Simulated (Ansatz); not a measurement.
The start is a randomly generated symmetric cell of Ga2Cu (space group No. 166). The structure is fully relaxed (lattice and positions, P = 0) with PBEsol (plane waves to 420 eV, PAW, scalar-relativistic; Ansatz, a program for electronic structure). The first steps use a coarse 8×8×8 k-mesh.

Starting cell:
```yaml
crystal:
  lattice:
    - [5.35299, 3.09055, 1.59864]
    - [-5.35299, 3.09055, 1.59864]
    - [0.00000, -6.18110, 1.59864]
  atoms:
    - { symbol: Cu, position: [0.50000, 0.50000, 0.00000] }
    - { symbol: Cu, position: [0.00000, 0.50000, 0.50000] }
    - { symbol: Cu, position: [0.50000, 0.00000, 0.50000] }
    - { symbol: Ga, position: [0.66980, 0.66980, 0.66980] }
    - { symbol: Ga, position: [0.33020, 0.33020, 0.33020] }
    - { symbol: Ga, position: [0.00000, 0.00000, 0.50000] }
    - { symbol: Ga, position: [0.50000, 0.00000, 0.00000] }
    - { symbol: Ga, position: [0.00000, 0.50000, 0.00000] }
    - { symbol: Ga, position: [0.00000, 0.00000, 0.00000] }
```

How does the volume change?

-4.6 %, from 17.63 to 16.82 Å³/atom.

How do the shortest distances between atoms change?

The closest pairs of elements (up to four, under 3.6 Å), start → end: Ga–Ga 1.58 → 2.45 Å; Cu–Ga 2.40 → 2.34 Å; Cu–Cu 3.48 → 3.54 Å.

What band gap does the relaxed structure have at this level?

Zero (metallic).

What does it relax into? Give the structure.


Space group R-3m, hexagonal axes (No. 166); a = b = 8.1113 Å, c = 7.9698 Å, α = β = 90.00°, γ = 120.00°

```json
[
 {"atom": "Cu", "site": "9e", "symmetry": ".2/m", "x": "0.0000", "y": "0.5000", "z": "0.0000"},
 {"atom": "Ga", "site": "6c", "symmetry": "3m", "x": "0.0000", "y": "0.0000", "z": "0.3463"},
 {"atom": "Ga", "site": "9d", "symmetry": ".2/m", "x": "0.5000", "y": "0.5000", "z": "0.5000"},
 {"atom": "Ga", "site": "3a", "symmetry": "-3m", "x": "0.0000", "y": "0.0000", "z": "0.0000"}
]
```
(The calculation used a cell of 9 atoms; values per cell refer to that cell.)

The space group stays R-3m (No. 166) (the run could not lower it), with 9 atoms in the primitive cell. Final values are on a 9×9×9 k-mesh of the relaxed cell. The start holds a very short contact (Ga–Ga 1.58 Å). No spin polarisation in the result.

The run could not lower the symmetry of its start; a shaken copy of this end point relaxes with PBEsol to P-1 (No. 2), 0.25 eV/atom lower.

The relaxed structure here is a generated cell of Ga2Cu: the first start was made by a random draw of sites in a space group, and the end was not matched to a known phase here, so it may be hypothetical.
